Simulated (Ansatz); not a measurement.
YNbN3:
```
YNbN3
1.0
    4.01089     0.00000     0.00000
    0.00000     4.01089     0.00000
    0.00000     0.00000     4.01089
Y Nb N
1 1 3
Direct
  0.00000   0.00000   0.00000
  0.50000   0.50000   0.50000
  0.50000   0.50000   0.00000
  0.50000   0.00000   0.50000
  0.00000   0.50000   0.50000
```

Relaxed with PBEsol. Special points in fractions of this cell's reciprocal vectors: Γ (0.000, 0.000, 0.000); X (0.000, 0.500, 0.000); M (0.500, 0.500, 0.000); R (0.500, 0.500, 0.500).

Task: List the band energies nearest the Fermi level at these points for plane-wave PAW PBEsol (Ansatz code).

Result: In eV from the Fermi level; about four levels below and three above (degenerate sets whole), none deeper than 8.9 eV; points with the same levels are listed once.

```json
[
 {"k": "Γ", "below": "-2.48 -2.48 -2.48 -0.85 -0.85 -0.85", "above": "0.53 0.53 0.53"},
 {"k": "X", "below": "-2.74 -2.66 -2.66 -2.48", "above": "0.23 0.23 1.11"},
 {"k": "M", "below": "-3.65 -3.65 -1.73 -1.73 -0.43", "above": "0.49 3.33 4.24"},
 {"k": "R", "below": "-5.00 -5.00 -5.00 -4.83 -4.83 -4.34", "above": "0.80 0.80 0.80"}
]
```

Space group Pm-3m (cubic perovskite). The start of the workflow was typed in or built on a structure type; neither database checked (COD, Materials Project) lists it. Its standing as an ambient phase is unchecked. The PBEsol relaxation kept the symmetry of its start. At this level the phase is dynamically unstable (imaginary phonons). The workflow began spin-polarised and lost its moments. Scalar-relativistic: spin–orbit coupling is off unless named, which matters more the heavier the elements.

Potentials: the earlier of the program's two PAW sets. The files were generated under PBE; for other functionals the program regenerates the frozen cores, and for LDA and PBEsol the local potential too.
